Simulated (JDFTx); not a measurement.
```yaml
surface: Al2Pt(111), Al outermost, slab composition Al6Pt3
bulk: Al2Pt, Fm-3m, lattice of mp-1502 (not re-optimised)
slab: 9 atoms in 9 planes, 1x1, 8.2 Å between the outermost planes
in-plane cell: 4.171 × 4.171 Å, 15.06 Å²
cell_height: 24.5 Å
sampling: 6×6×1 k mesh, Fermi smearing 0.01 Ha, no spin polarisation
```

Whether this polymorph is the ambient one wasn't checked.

Computed with JDFTx (a modified build): PBE, GBRV ultrasoft potentials, plane waves to 20/100 Ha. Liquid: CANDLE, water, 1 M NaCl. The neutral cell holds 66 valence electrons and has two faces of 15.065 Å² each. Last filling lines of the neutral and of a charged run (μ in hartree, zero in the bulk liquid):

```
FillingsUpdate:  mu: -0.139095416  nElectrons: 66.000000
FillingsUpdate:  mu: -0.147567980  nElectrons: 65.924800
```

Working it through: both potentials, by the convention U = −μ/e − 4.44 V vs SHE, the surface charge density and the mean capacitance.

U_pzc = 0.13910 × 27.2114 − 4.44 = -0.66 V; U = 0.14757 × 27.2114 − 4.44 = -0.42 V. The cell has -0.0752 excess electrons, a net charge of 0.0752 e, shared by two faces: σ = 0.0752 e / (2 × 15.065 Å²) = 0.00250 e/Å² = 4.0 μC/cm² (1 e/Å² = 1602.18 μC/cm²). C = σ/(U − U_pzc) = 4.0/0.23 ≈ 17 μF/cm².
